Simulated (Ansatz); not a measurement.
**Zn₂C (antifluorite) under strain**

Zn₂C built on the antifluorite prototype, relaxed with r2SCAN in the PAW code Ansatz. Space group Fm-3m (No. 225), cubic; a = 5.156 Å in the conventional setting, 11.42 Å³ an atom. C has 8 Zn at 2.23 Å; Zn has 4 C at 2.23 Å.

The axes x, y and z are those of this cell:
```xyz
3
Lattice="0.0000 2.5779 2.5779 2.5779 0.0000 2.5779 2.5779 2.5779 0.0000" Properties=species:S:1:pos:R:3 pbc="T T T"
C     0.0000    0.0000    0.0000
Zn    1.2890    1.2890    1.2890
Zn    3.8669    3.8669    3.8669
```

Unstrained: The HSE06 gap is direct at Γ: 0.747 eV. Meshes: HSE06 6×6×6. Strains are changes of length per length. After each strain the atoms were relaxed again with r2SCAN within the symmetry that the strain leaves, so tilts or polar shifts that break it weren't tested; points keep the names that they have in the unstrained zone. The calculation is spin-unpolarised, and the structure need not be a phase that has been made.

Changes of the least gap in eV (an overlap counts as a negative gap):
```
                                                                   strain  volume change (%)  space group   HSE06
                                                  uniaxial -5.0 % along x               -5.0       I4/mmm  +0.088
epitaxial -3.0 % in the plane normal to [111], free normal strain +3.16 %               -2.9         R-3m  -0.086
             epitaxial +1.0 % in the xy plane, free normal strain -0.41 %               +1.6       I4/mmm  -0.129
                                         isotropic -3.0 % on every length               -8.7        Fm-3m  +0.455
                                              uniaxial -5.0 % along [111]               -5.0         R-3m  +0.112
```

Uniaxial -5.0 % along x, other directions held. HSE06: the gap goes from 0.747 to 0.835 eV (+0.088 eV); with HSE06 the top three valence levels at Γ, degenerate before, become 1+2 from the top over 267 meV.

Epitaxial -3.0 % in the plane normal to [111], free normal strain +3.16 %. HSE06: the gap goes from 0.747 to 0.661 eV (-0.086 eV); with HSE06 the top three valence levels at Γ, degenerate before, become 2+1 from the top over 182 meV.

Epitaxial +1.0 % in the xy plane, free normal strain -0.41 %. HSE06: the gap goes from 0.747 to 0.618 eV (-0.129 eV); with HSE06 the top three valence levels at Γ, degenerate before, become 1+2 from the top over 73 meV.

Isotropic -3.0 % on every length. HSE06: the gap goes from 0.747 to 1.202 eV (+0.455 eV). For HSE06, dE_g/d ln V = -5.0 eV over this step.

Uniaxial -5.0 % along [111], other directions held. HSE06: the gap goes from 0.747 to 0.859 eV (+0.112 eV); with HSE06 the top three valence levels at Γ, degenerate before, become 1+2 from the top over 78 meV.

The meshes of the hybrids are coarse, so their gaps aren't converged to the digits shown.

The splittings at Γ are without spin-orbit coupling, which regroups them where it is of like size or larger.
